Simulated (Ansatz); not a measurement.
Consider the following.

BC$_{3}$:
Space group P6/mmm (No. 191); a = 5.158 Å, b = 5.158 Å, c = 3.680 Å, α = 90.00°, β = 90.00°, γ = 120.00°

```
atom  site  symmetry       x       y       z
----  ----  --------  ------  ------  ------
B       2c      -6m2  0.3333  0.6667  0.0000
C       6l       mm2  0.1588  0.3175  0.0000
```

This is the PBE+D3(BJ)-relaxed structure.

**Question.** All from PBE+D3(BJ) (plane waves, PAW; program Ansatz), unless another level is named. Estimate the electronic character.

**Answer.** metallic (no gap).

**Question.** And the formation energy from the elements (no fitted shifts)?

**Answer.** 0.23 eV/atom.

**Question.** Next, the density of states at the Fermi level?

**Answer.** 0.06 states/eV per atom (mean over ±0.08 eV).

The start of the workflow was typed in or built on a structure type; neither database checked (COD, Materials Project) lists it. Its standing as an ambient phase is unchecked. Symmetry was held in the PBE+D3(BJ) relaxation; whether a distortion lowers the energy is not shown. Its formation energy is positive at this level, so the cell may be metastable or incomplete. The references are the lowest solids computed at this level, not always the standard phases.

Potentials: the earlier of the program's two PAW sets.
